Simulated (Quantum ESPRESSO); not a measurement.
# Al3ZnO5F: finding a planted mistake in a log

A calculation, not a measurement. The program is pw.x of Quantum ESPRESSO 7.5 (plane-wave density functional theory). The cell is made up: 10 atoms on a corundum lattice, with randomly drawn elements, strain and displacements, not relaxed. PseudoDojo standard norm-conserving files (v0.5 for PBE, v0.4.1 for LDA and PBEsol) set the functional; there is no spin polarisation, spin-orbit coupling or dispersion term, and the masses in the input are unused placeholders.

Intended input:

```
&control calculation='scf', pseudo_dir='./dojo.nc.sr.pbe.v0_5.standard.upf', outdir='./o', disk_io='low', tprnfor=.true., tstress=.true. /
&system ibrav=0, nat=10, ntyp=4, nbnd=39, ecutwfc=84.00895049, nosym=.true., tot_charge=0,
 occupations='smearing', smearing='fd', degauss=0.0018374661
/
&electrons conv_thr=7.350e-09, electron_maxstep=60, /
ATOMIC_SPECIES
Al 1.0 Al.upf
F 1.0 F.upf
O 1.0 O.upf
Zn 1.0 Zn.upf
CELL_PARAMETERS angstrom
2.4703 1.4263 4.4922
-2.4703 1.4263 4.4922
0.0 -2.8525 4.4922
ATOMIC_POSITIONS angstrom
Al -0.2239 0.0881 4.6025
Al -0.1043 -0.1514 2.0018
Zn 0.0279 -0.1143 8.8551
Al -0.0692 0.0292 11.4453
O -0.8331 1.4374 7.9269
O -0.6407 -1.5432 7.8054
O 1.7154 -0.002 7.8441
O 0.8703 -1.3788 5.695
O 0.8312 1.5429 5.6253
F -1.6803 -0.1705 5.7157
K_POINTS automatic
5 5 5 1 1 1
```

The log is shortened where brackets say so; the opening notice, blank lines, dates and the lines on written files are dropped, and the path of the files is cut. It prints rydbergs, bohrs and kilobars, and counts compression as positive stress. Where no state is partly filled, the Fermi energy that it prints is only some level between the filled and the empty states on the mesh, and need not lie in the true gap.

Log of the intended run:

```
     Program PWSCF v.7.5
     Parallel version (MPI & OpenMP), running on       4 processor cores
     Number of MPI processes:                 4
     Threads/MPI process:                     1
     [start-up lines left out]
     bravais-lattice index     =            0
     lattice parameter (alat)  =      10.0559  a.u.
     unit-cell volume          =     640.8514 (a.u.)^3
     number of atoms/cell      =           10
     number of atomic types    =            4
     number of electrons       =        66.00
     number of Kohn-Sham states=           39
     kinetic-energy cutoff     =      84.0090  Ry
     charge density cutoff     =     336.0358  Ry
     scf convergence threshold =      7.3E-09
     mixing beta               =       0.7000
     number of iterations used =            8  plain     mixing
     Exchange-correlation= PBE
                           (   1   4   3   4   0   0   0)
     [axes and pseudopotential details left out]
   Cartesian axes
     site n.     atom                  positions (alat units)
         1        Al     tau(   1) = (  -0.0420759   0.0165560   0.8649150  )
         2        Al     tau(   2) = (  -0.0196004  -0.0284515   0.3761840  )
         3        Zn     tau(   3) = (   0.0052430  -0.0214796   1.6640758  )
         4        Al     tau(   4) = (  -0.0130043   0.0054873   2.1508336  )
         5        O      tau(   5) = (  -0.1565585   0.2701203   1.4896458  )
         6        O      tau(   6) = (  -0.1204022  -0.2900026   1.4668132  )
         7        O      tau(   7) = (   0.3223629  -0.0003758   1.4740858  )
         8        O      tau(   8) = (   0.1635493  -0.2591081   1.0702208  )
         9        O      tau(   9) = (   0.1562015   0.2899462   1.0571225  )
        10        F      tau(  10) = (  -0.3157668  -0.0320408   1.0741108  )
     number of k points=    63  Fermi-Dirac smearing, width (Ry)=  0.0018
                       cart. coord. in units 2pi/alat
        k(    1) = (   0.0000000   0.0000000   0.1184571), wk =   0.0320000
        k(    2) = (   0.0000000  -0.2487301   0.1974304), wk =   0.0320000
     [further k points left out]
     Dense  grid:    66673 G-vectors     FFT dimensions: (  60,  60,  60)
     Estimated max dynamical RAM per process >     178.12 MB
     Estimated total dynamical RAM >     663.66 MB
     Initial potential from superposition of free atoms
     starting charge      65.9925, renormalised to      66.0000
     Starting wfcs are   46 randomized atomic wfcs
     total cpu time spent up to now is        2.7 secs
     per-process dynamical memory:   142.3 Mb
     Self-consistent Calculation
     iteration #  1     ecut=    84.01 Ry     beta= 0.70
     Davidson diagonalization with overlap
     ethr =  1.00E-02,  avg # of iterations =  3.0
     total cpu time spent up to now is        7.3 secs
     total energy              =    -646.44811369 Ry
     estimated scf accuracy    <       2.14688917 Ry
     iteration #  2     ecut=    84.01 Ry     beta= 0.70
     Davidson diagonalization with overlap
     ethr =  3.25E-03,  avg # of iterations =  2.3
     total cpu time spent up to now is       11.8 secs
     total energy              =    -647.01327652 Ry
     estimated scf accuracy    <       2.01523923 Ry
     [iterations 3 to 10 left out]
     iteration # 11     ecut=    84.01 Ry     beta= 0.70
     Davidson diagonalization with overlap
     ethr =  3.91E-11,  avg # of iterations =  3.2
     total cpu time spent up to now is       51.7 secs
     total energy              =    -647.39589224 Ry
     estimated scf accuracy    <          9.3E-09 Ry
     iteration # 12     ecut=    84.01 Ry     beta= 0.70
     Davidson diagonalization with overlap
     ethr =  1.42E-11,  avg # of iterations =  2.0
     total cpu time spent up to now is       55.6 secs
     End of self-consistent calculation
     [lines on levels left out]
     the Fermi energy is    10.1061 ev
!    total energy              =    -647.39589224 Ry
     estimated scf accuracy    <          2.2E-09 Ry
     smearing contrib. (-TS)   =       0.00000000 Ry
     internal energy E=F+TS    =    -647.39589224 Ry
     The total energy is F=E-TS. E is the sum of the following terms:
     one-electron contribution =    -445.89578338 Ry
     hartree contribution      =     261.14916973 Ry
     xc contribution           =    -105.27016915 Ry
     ewald contribution        =    -357.37910943 Ry
     convergence has been achieved in  12 iterations
     Forces acting on atoms (cartesian axes, Ry/au):
     atom    1 type  1   force =     0.19067761   -0.04857579   -0.01090032
     atom    2 type  1   force =     0.01363653    0.14582678    0.06077963
     atom    3 type  4   force =    -0.07442692    0.02638195   -0.11028230
     atom    4 type  1   force =    -0.03797937   -0.14461633    0.08462130
     atom    5 type  3   force =    -0.05525426    0.02669716   -0.03970562
     atom    6 type  3   force =    -0.11350798   -0.10176857   -0.02418872
     atom    7 type  3   force =     0.09106891    0.10225790   -0.02751356
     atom    8 type  3   force =    -0.00242770   -0.02984008    0.00397780
     atom    9 type  3   force =    -0.03877546   -0.04844073    0.04052730
     atom   10 type  2   force =     0.02698863    0.07207770    0.02268449
     Total force =     0.416431     Total SCF correction =     0.000085
     Computing stress (Cartesian axis) and pressure
          total   stress  (Ry/bohr**3)                   (kbar)     P=       16.07
  -0.00038751   0.00008464  -0.00039143          -57.00       12.45      -57.58
   0.00008464   0.00022692   0.00028382           12.45       33.38       41.75
  -0.00039143   0.00028382   0.00048836          -57.58       41.75       71.84
     init_run     :      2.55s CPU      2.63s WALL (       1 calls)
     electrons    :     52.65s CPU     52.91s WALL (       1 calls)
     forces       :      0.77s CPU      0.77s WALL (       1 calls)
     stress       :      2.53s CPU      2.53s WALL (       1 calls)
     [timing details left out]
     PWSCF        :     58.59s CPU     58.95s WALL
     JOB DONE.
```

A second run was made from an input with one planted mistake. Its log:

```
     Program PWSCF v.7.5
     Parallel version (MPI & OpenMP), running on       4 processor cores
     Number of MPI processes:                 4
     Threads/MPI process:                     1
     [start-up lines left out]
     bravais-lattice index     =            0
     lattice parameter (alat)  =      10.1443  a.u.
     unit-cell volume          =     657.9116 (a.u.)^3
     number of atoms/cell      =           10
     number of atomic types    =            4
     number of electrons       =        66.00
     number of Kohn-Sham states=           39
     kinetic-energy cutoff     =      84.0090  Ry
     charge density cutoff     =     336.0358  Ry
     scf convergence threshold =      7.3E-09
     mixing beta               =       0.7000
     number of iterations used =            8  plain     mixing
     Exchange-correlation= PBE
                           (   1   4   3   4   0   0   0)
     [axes and pseudopotential details left out]
   Cartesian axes
     site n.     atom                  positions (alat units)
         1        Al     tau(   1) = (  -0.0420817   0.0165607   0.8649197  )
         2        Al     tau(   2) = (  -0.0195971  -0.0284457   0.3761833  )
         3        Zn     tau(   3) = (   0.0052346  -0.0214786   1.6640809  )
         4        Al     tau(   4) = (  -0.0130027   0.0054954   2.1508428  )
         5        O      tau(   5) = (  -0.1565536   0.2701128   1.4896626  )
         6        O      tau(   6) = (  -0.1203958  -0.2900080   1.4668241  )
         7        O      tau(   7) = (   0.3223656  -0.0003726   1.4740892  )
         8        O      tau(   8) = (   0.1635579  -0.2591033   1.0702240  )
         9        O      tau(   9) = (   0.1561997   0.2899521   1.0571282  )
        10        F      tau(  10) = (  -0.3157711  -0.0320410   1.0741174  )
     number of k points=    63  Fermi-Dirac smearing, width (Ry)=  0.0018
                       cart. coord. in units 2pi/alat
        k(    1) = (   0.0000000   0.0000000   0.1184573), wk =   0.0320000
        k(    2) = (   0.0000000  -0.2487260   0.1974325), wk =   0.0320000
     [further k points left out]
     Dense  grid:    68593 G-vectors     FFT dimensions: (  60,  60,  60)
     Estimated max dynamical RAM per process >     182.38 MB
     Estimated total dynamical RAM >     679.28 MB
     Initial potential from superposition of free atoms
     starting charge      65.9925, renormalised to      66.0000
     Starting wfcs are   46 randomized atomic wfcs
     total cpu time spent up to now is        2.7 secs
     per-process dynamical memory:   145.5 Mb
     Self-consistent Calculation
     iteration #  1     ecut=    84.01 Ry     beta= 0.70
     Davidson diagonalization with overlap
     ethr =  1.00E-02,  avg # of iterations =  3.0
     total cpu time spent up to now is        7.3 secs
     total energy              =    -646.43260998 Ry
     estimated scf accuracy    <       2.16054131 Ry
     iteration #  2     ecut=    84.01 Ry     beta= 0.70
     Davidson diagonalization with overlap
     ethr =  3.27E-03,  avg # of iterations =  2.3
     total cpu time spent up to now is       11.7 secs
     total energy              =    -646.98636604 Ry
     estimated scf accuracy    <       2.15409903 Ry
     [iterations 3 to 10 left out]
     iteration # 11     ecut=    84.01 Ry     beta= 0.70
     Davidson diagonalization with overlap
     ethr =  5.78E-11,  avg # of iterations =  3.1
     total cpu time spent up to now is       51.1 secs
     total energy              =    -647.39492805 Ry
     estimated scf accuracy    <          1.0E-08 Ry
     iteration # 12     ecut=    84.01 Ry     beta= 0.70
     Davidson diagonalization with overlap
     ethr =  1.51E-11,  avg # of iterations =  2.0
     total cpu time spent up to now is       54.9 secs
     End of self-consistent calculation
     [lines on levels left out]
     the Fermi energy is     9.5710 ev
!    total energy              =    -647.39492805 Ry
     estimated scf accuracy    <          3.1E-09 Ry
     smearing contrib. (-TS)   =       0.00000000 Ry
     internal energy E=F+TS    =    -647.39492805 Ry
     The total energy is F=E-TS. E is the sum of the following terms:
     one-electron contribution =    -450.80730368 Ry
     hartree contribution      =     262.78348918 Ry
     xc contribution           =    -105.11019533 Ry
     ewald contribution        =    -354.26091823 Ry
     convergence has been achieved in  12 iterations
     Forces acting on atoms (cartesian axes, Ry/au):
     atom    1 type  1   force =     0.18371150   -0.04436540   -0.01493547
     atom    2 type  1   force =     0.00774593    0.14203899    0.05877365
     atom    3 type  4   force =    -0.07123883    0.02250643   -0.10638408
     atom    4 type  1   force =    -0.04164637   -0.13880069    0.08409174
     atom    5 type  3   force =    -0.05270953    0.02670986   -0.03930844
     atom    6 type  3   force =    -0.10649412   -0.10173839   -0.01753090
     atom    7 type  3   force =     0.08956822    0.09826985   -0.02973945
     atom    8 type  3   force =     0.00187874   -0.03031272    0.00491347
     atom    9 type  3   force =    -0.03574212   -0.04330336    0.03942064
     atom   10 type  2   force =     0.02492658    0.06899543    0.02069883
     Total force =     0.402075     Total SCF correction =     0.000113
     Computing stress (Cartesian axis) and pressure
          total   stress  (Ry/bohr**3)                   (kbar)     P=      -32.24
  -0.00067915   0.00009350  -0.00038087          -99.91       13.75      -56.03
   0.00009350  -0.00011958   0.00028625           13.75      -17.59       42.11
  -0.00038087   0.00028625   0.00014128          -56.03       42.11       20.78
     init_run     :      2.54s CPU      2.64s WALL (       1 calls)
     electrons    :     51.98s CPU     52.26s WALL (       1 calls)
     forces       :      0.79s CPU      0.79s WALL (       1 calls)
     stress       :      2.54s CPU      2.54s WALL (       1 calls)
     [timing details left out]
     PWSCF        :     57.92s CPU     58.31s WALL
     JOB DONE.
```

Question: what was wrong in the second input?

Answer: the cell and the positions are scaled by a wrong factor. The input lines that differ, file-writing options aside:

```
- 2.4703 1.4263 4.4922
+ 2.492 1.4389 4.5317
- -2.4703 1.4263 4.4922
+ -2.492 1.4389 4.5317
- 0.0 -2.8525 4.4922
+ 0.0 -2.8776 4.5317
- Al -0.2239 0.0881 4.6025
+ Al -0.2259 0.0889 4.643
- Al -0.1043 -0.1514 2.0018
+ Al -0.1052 -0.1527 2.0194
- Zn 0.0279 -0.1143 8.8551
+ Zn 0.0281 -0.1153 8.933
- Al -0.0692 0.0292 11.4453
+ Al -0.0698 0.0295 11.546
- O -0.8331 1.4374 7.9269
+ O -0.8404 1.45 7.9967
- O -0.6407 -1.5432 7.8054
+ O -0.6463 -1.5568 7.8741
- O 1.7154 -0.002 7.8441
+ O 1.7305 -0.002 7.9131
- O 0.8703 -1.3788 5.695
+ O 0.878 -1.3909 5.7451
- O 0.8312 1.5429 5.6253
+ O 0.8385 1.5565 5.6748
- F -1.6803 -0.1705 5.7157
+ F -1.6951 -0.172 5.766
```

|  | intended run | run with the mistake |
| --- | --- | --- |
| free energy (eV) | -8808.270 | -8808.257 |
| smearing term -TS (eV) | 0.0000 | 0.0000 |
| pressure (GPa) | 1.61 | -3.22 |
| largest force component (eV/Å) | 4.903 | 4.723 |
| largest change of a force component (eV/Å) |  | 0.180 |
| iterations | 12 | 12 |

For scale, a rerun of the intended cell at a cutoff of 1437 eV and k mesh 7 x 7 x 7 moved values by no more than 0.003 eV in energy, 0.03 GPa in stress and 0.002 eV/Å in force.